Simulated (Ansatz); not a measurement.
SrZrO$_{3}$ in space group Imma (No. 74; Sr on 4e, Zr on 4a, O on 4e, O on 8g), PBEsol in the plane-wave PAW code Ansatz, all energies at zero smearing, with the estimated change up to a 700 eV cutoff added, with one set of potentials and settings (totals compare only within such a set). Cell of 10 atoms (2 Sr, 2 Zr, 6 O): -18625.175 eV.

```tsv
element	reference phase	E (eV/atom)
Sr	Fm-3m, 1 atoms in the cell	-3492.2134
Zr	P6/mmm, 3 atoms in the cell	-4128.6456
O	C2/m, 4 atoms in the cell, spin-polarised	-558.3554
```

Formation energy per atom, worked out: (-18625.175 − 2×(-3492.2134) − 2×(-4128.6456) − 6×(-558.3554))/10 = -3.332 eV/atom (-322 kJ per mol of atoms), at 0 K, without zero-point energy or fitted corrections.

The workflow started from a Materials Project entry (that database holds measured and hypothetical structures alike); the Crystallography Open Database copy checked does not list it. COD files the formula under space group No. 62, 63, 221. Whether it is the stable phase at ambient conditions was not checked. The cell was relaxed with PBEsol under the symmetry of its start; its stability against distortions is not shown here. The run is not spin-polarised. The references are the lowest solids computed at this level, not always the standard phases (solids in place of the gases).

Potentials: the later of the program's two PAW sets.
